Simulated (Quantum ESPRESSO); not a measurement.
Cheap against tight settings: Be$_{2}$C

```
Be2C
1.0
    0.00000     2.16225     2.16225
    2.16225     0.00000     2.16225
    2.16225     2.16225     0.00000
Be C
2 1
Direct
  0.75000   0.75000   0.75000
  0.25000   0.25000   0.25000
  0.00000   0.00000   0.00000
```
The cell comes from the Materials Project (a computed structure). It is Be2C in Fm-3m; whether this form has been observed was not checked. Stability against distortions was not tested.

Method: σ by PBE GIPAW (a modified build of Quantum ESPRESSO, JTH PAW datasets). The cutoff rises from row to row, with the meshes as listed. Costs are rough, from a shared machine. Shieldings are absolute and leave out the bulk-susceptibility term; a larger σ means a smaller chemical shift.

```tsv
setting	cutoff (Ha)	k-mesh	σ_iso Be (ppm)	σ_iso C (ppm)	f-sum rule missed by (%)	rough cost ratio
A	12	7×7×7 shifted	88.2	236.4	0.09	about 1
B	20	10×10×10 shifted	90.6	233.5	0.00	4
C	30	14×14×14 shifted	90.7	233.5	0.01	20
```

Largest change from the last row but one to the last: σ_iso Be (ppm) by 0.1.
